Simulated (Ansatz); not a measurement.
Here is an unrelaxed guess for Sn2PbO2.

```yaml
crystal:
  lattice:
    - [4.06070, 0.00000, 0.00000]
    - [0.00000, 4.06070, 0.00000]
    - [0.00000, 0.00000, 6.66907]
  atoms:
    - { symbol: Sn, position: [0.50000, 0.50000, 0.50000] }
    - { symbol: Sn, position: [0.00000, 0.00000, 0.00000] }
    - { symbol: Pb, position: [0.00000, 0.00000, 0.50000] }
    - { symbol: O, position: [0.50000, 0.50000, 0.08094] }
    - { symbol: O, position: [0.50000, 0.50000, 0.91906] }
```

Computed with DFT PBE, scalar-relativistic, plane waves, PAW (Ansatz). Plane waves to 420 eV, a k mesh through Γ of 4×4×4 on the computed 5-atom cell and Gaussian smearing (0.10 eV); no spin polarisation.

The zero of energy is the elements' standard structures at the same level (O₂ as a molecule); no fitted shifts are applied. The references include grey tin.

Task: How far from equilibrium is it?

Result: The pressure is 18.6 GPa (the mean over three directions, positive in compression), the largest force is 23.90 eV/Å, and the energy is +0.94 eV/atom against the elements. The shortest distance is 1.08 Å, so close that the PAW spheres overlap strongly and these values are rough.

Task: How much does it gain on relaxing, and where does it end?

Result: Relaxing gains about 0.93 eV/atom (the start's value is from the coarse mesh, so the gain is rough) in 19 ionic steps and ends at +0.01 eV/atom on the finer mesh. The symmetry stays P4/mmm (No. 123). The volume per atom grows by 1.8 %, from 22.0 to 22.4 Å³. The shortest distance goes from 1.08 Å (O–O) to 2.00 Å (Sn–O). Conventional cell: a = 4.158 Å, c = 6.474 Å. Sn on its first site has 2 O at 2.00 Å and 4 Pb at 2.94 Å; Pb has 4 Sn at 2.94 Å, 2 Sn at 3.24 Å and 8 O at 3.55 Å; around O lie 1 Sn at 2.00 Å, 1 O at 2.48 Å, 4 Sn at 3.19 Å and 4 Pb at 3.55 Å; 1 more site not described.

The last run used a 10×10×6 mesh (in the run's order of axes) for its 5-atom cell and Gaussian smearing of 0.10 eV. For metals, differences of a few meV/atom aren't resolved. Spin–orbit coupling, which can matter for Pb, is left out. The relaxation can't lower the symmetry of the start. Symmetry constrained the relaxation, so the result can be a saddle point. Another cell of Sn2PbO2 relaxed alike, in P3m1, lies 0.81 eV/atom lower, so this cell isn't the stable form at this level.
